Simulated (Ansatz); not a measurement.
The start is a generated cell, Ru built in the AFLOW prototype A_tP12_96_ab (as in Si). Cell shape, volume and atoms are optimised at zero target pressure with PBE (plane waves to 420 eV, PAW, scalar-relativistic; Ansatz, an electronic-structure program). The first steps use a coarse 5×5×4 k-mesh.

Initial structure:
```
Ru
1.0
    5.04722     0.00000     0.00000
    0.00000     5.04722     0.00000
    0.00000     0.00000     6.35950
Ru
12
Cartesian
  0.42851   0.42851   0.00000
  2.95212   2.09510   1.58988
  2.09510   2.95212   4.76963
  4.61872   4.61872   3.17975
  0.88427   1.91391   1.74378
  3.40789   0.60970   6.20560
  1.63934   4.43752   3.02585
  4.16295   3.13332   4.92353
  3.13332   4.16295   1.43598
  0.60970   3.40789   0.15390
  4.43752   1.63934   3.33365
  1.91391   0.88427   4.61573
```

By how much does the energy per atom fall from start to end?

About 1.5 eV/atom.

How does the volume change?

+9.0 %, from 13.50 to 14.72 Å³/atom.

Write out the relaxed structure.


Space group P4₃2₁2 (No. 96); a = 4.7679 Å, b = 4.7679 Å, c = 7.7706 Å, α = 90.00°, β = 90.00°, γ = 90.00°

```tsv
atom	site	symmetry	x	y	z
Ru	4a	..2	0.1402	0.1402	0.5000
Ru	8b	1	0.2619	0.1386	0.1583
```

The space group stays P4₃2₁2 (No. 96) (the run could not lower it), with 12 atoms in the primitive cell. Final values are on a 8×8×5 k-mesh of the relaxed cell. The start holds a very short contact (Ru–Ru 2.08 Å). No spin polarisation in the result.

The run could not lose the symmetry of its start, so the end can be a saddle point.

The relaxed structure here is a generated cell of Ru: the first start was made by placing the elements on the sites of a structure type, and the end was not matched to a known phase here, so it may be hypothetical. Known forms of Ru include space group No. 194.
